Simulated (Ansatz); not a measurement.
## B: input and output

input.yaml (Ansatz 0.2.0)

```yaml
crystal:
  lattice:
    - [1.468004, 2.623791, -0.048763]
    - [-1.53409, 2.661946, -0.041389]
    - [-0.007893, -0.055714, 3.24479]
  atoms:
    - { symbol: B, position: [0.343414, 0.332921, 0.47728] }
    - { symbol: B, position: [0.686633, 0.668016, 0.49543] }
kpoints:
  mp_grid: { grid: [7, 7, 6], shift: [0.0, 0.0, 0.0] }
magnetization:
  spin_polarized: false
scf:
  occupations: { method: fermi_dirac, width: 0.0131 }
  lower_state_search: "off"
  max_iter: 200
hamiltonian:
  pseudopotentials: { kind: paw }
  xc: mr2scan
basis:
  ecutwfc: 500
  fft_grid_basis: typed
output:
  forces: true
  stress: true
  eigenvalues: true
  bader: true
  populations: true
  elf: true
  write_potential: true
  volumetric_format: npy
  dos:
    e_range: [-12, 8]
    de: 0.05
    projected: { site_lists: { B: [B] } }
  write_density: true
checkpoint:
  read: saved_state
```

Run as

```sh
ansatz run input.yaml --threads 2 --pin off --max-ram 2560MiB --backend cpu --events-out ev --progress --plain --runs-dir out
```

The saved state is an earlier solution for the same cell, perhaps on another mesh. 

Parts of the output:

```
Pseudopotentials: kind: paw
Pseudopotential: B, paw, valence charge 3, recommended cutoff 500 eV (meta_gga), B.paw.azcp
Functional definition: m-r2SCAN
  exchange = m_r2scan_x
  correlation = m_r2scan_c
Crystal: 2 atoms, lattice volume = 25.733 Å³
Basis set: ecut = 500 eV, 659 PW (Γ), exchange–correlation on 96×96×96 points (64 copies of the dense FFT grid, shifted against one another)
Bands: 7, of which v1, the nominal top of the filled ones, is band 3 counted from 1 (2 counted from 0)
Symmetry: 2 space group operations
Space group: P-1 (ITA 2), of the structure as read, at distance tolerance 3.0e-5 Å
k-points: 148 of 294
Initial density: read from a saved state, or passed on in memory by an earlier SCF of this step, an earlier step, the calling program or the single point that the run made first
Functional: x = mr2scan, c = mr2scan; τ floored in thin density (d = 2e-4 eV/Å³)
SCF iter   1: F=-310.5276 eV  Δρ=4.57e-4  dr2=1.65e-5  dr2_τ=5.93e-3
SCF iter   2: F=-310.5281 eV  Δρ=2.49e-4  dr2=6.60e-6  dr2_τ=3.12e-6
SCF iter   3: F=-310.5281 eV  Δρ=1.77e-4  dr2=1.99e-6  dr2_τ=1.58e-6
SCF iter   4: F=-310.5281 eV  Δρ=2.16e-5  dr2=2.80e-8  dr2_τ=2.77e-8
Free energy (F): -310.5281 eV
Harris-Foulkes:  -310.5281 eV  (|F-HF|=5.08e-7)
Internal energy: -310.5275 eV  (E = F + TS)
E sigma→0 (E₀):  -310.5278 eV
Entropy (-TS):   -0.0006 eV (-0.284 meV/atom)
Fermi energy:    2.4992 eV
--- Per-component energies (eV) ---
  E_band       = -11.2820
  E_kinetic    = 85.1011
  E_local      = -90.8801  (includes V_loc(G=0)·N_el)
  E_nonlocal   = 25.3092
  E_hartree    = 23.3379
  E_xc         = -58.0555
  E_vxc        = -75.7294  (∫ρ·V_xc dr)
  E_paw        = -159.9535  (= ΣΔE_a)
  E_vpaw       = -5.4408  (= ΣTr[D̂ρ^β])
  E_aug_tail   =  0.0000  (compensation charges beyond the density's cutoff)
  E_vtau       = 3.6834  (kinetic-family band-sum trace: ∫τ·v_τ [+ j·A + Jᵃ·Aᵃ] dr)
  E_ewald      = -135.3497
  E_core_change = -0.0369  (= ΣΔE_core)
  E_smearing   = -0.0006  (= −TS)
--- Forces (eV/Å), atoms counted from 1 ---
  atom   1  B      0.6323     0.3550     0.3644
  atom   2  B     -0.6323    -0.3550    -0.3644
--- Stress (GPa, compression-positive) ---
       -7.8571       3.9135      -0.3974
        3.9135     -16.8897       0.3244
       -0.3974       0.3244     -10.0346
  P = ⅓ Tr σ = -11.5938 GPa (-115.938 kbar)
--- Löwdin populations: 2 sites ---
  site symbol       q [e]
     0      B      2.9775
     1      B      2.9775
  spilling = 0.0075 (of n_electrons = 6.0000)
--- Bader charges: 2 sites ---
  site symbol  charge [e]  shift [e]
     0      B      0.0000     0.0000
     1      B      0.0000     0.0000
```

Absolute energies hang on the potentials; compare differences alone.

Origin: a cell with a point defect, so it need not be a known compound. Caveats: the k mesh is coarse if the cell is a metal; m-r2SCAN is r2SCAN with a changed spin dependence that lowers moments.

How long did it run, and on what?

It took 28 s on 2 threads of Arm Neoverse N1 (shared host), peak memory 0.37 GiB, starting from a saved density.
